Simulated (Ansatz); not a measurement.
# Comparing deformations in Li

Theory: DFT r2SCAN, scalar-relativistic, plane waves, PAW (Ansatz 0.2.0). Settings: plane waves to 500 eV, k-mesh 18×18×18 (Γ-centred), Gaussian smearing 0.15 eV. No spin polarisation. Energies are free energies at this smearing, counted from the undisturbed cell; pressure is positive in compression.

The starting cell (as given, not relaxed at this level; it stands at -0.2 GPa; this fcc form isn't the usual structure):

```yaml
crystal:
  lattice:
    - [0.00000, 2.20200, 2.20200]
    - [2.20200, 0.00000, 2.20200]
    - [2.20200, 2.20200, 0.00000]
  atoms:
    - { symbol: Li, position: [0.00000, 0.00000, 0.00000] }
```

The cell is strained by ε times a Voigt pattern (xx, yy, zz, yz, xz, xy; engineering shear) with fractional coordinates fixed. τ = (1/V0) dE/dε comes from the stress tensor. Of each scan, only the three points used here are listed.

| pattern | ε | τ (GPa) |
| --- | --- | --- |
| (0, 0, 1, 0, 0, 0) | -0.0150 | -0.014 |
| (0, 0, 1, 0, 0, 0) | 0.0000 | 0.240 |
| (0, 0, 1, 0, 0, 0) | 0.0150 | 0.466 |
| (1, 1, 0, 0, 0, 0) | -0.0150 | -0.35 |
| (1, 1, 0, 0, 0, 0) | 0.0000 | 0.48 |
| (1, 1, 0, 0, 0, 0) | 0.0150 | 1.24 |

Question: Which constants do the scans give, and which deformation costs least for the same size of strain tensor?

Answer: The slope dτ/dε at zero (parabola through three points) is pᵀCp: (0, 0, 1, 0, 0, 0) gives C11 = 16.0 GPa; (1, 1, 0, 0, 0, 0) gives 2(C11 + C12) = 53 GPa. The size of the strain tensor, ε:ε, is ε² times 1.0, 2.0. Per unit of it the stiffnesses are 16.0, 27 GPa, so (0, 0, 1, 0, 0, 0) is the softest of these: at ε:ε = (1 %)² the quadratic term costs 0.11 meV/atom against 0.18 for the stiffest.

Question: What else follows for this cubic crystal?

Answer: From the unrounded slopes C11 = 16.0 and C12 = 10.5 GPa, so B = (C11 + 2 C12)/3 = 12 GPa and the Poisson ratio for a pull along a cube edge is C12/(C11 + C12) = 0.40.

In a metal these slopes depend on the k mesh and the smearing.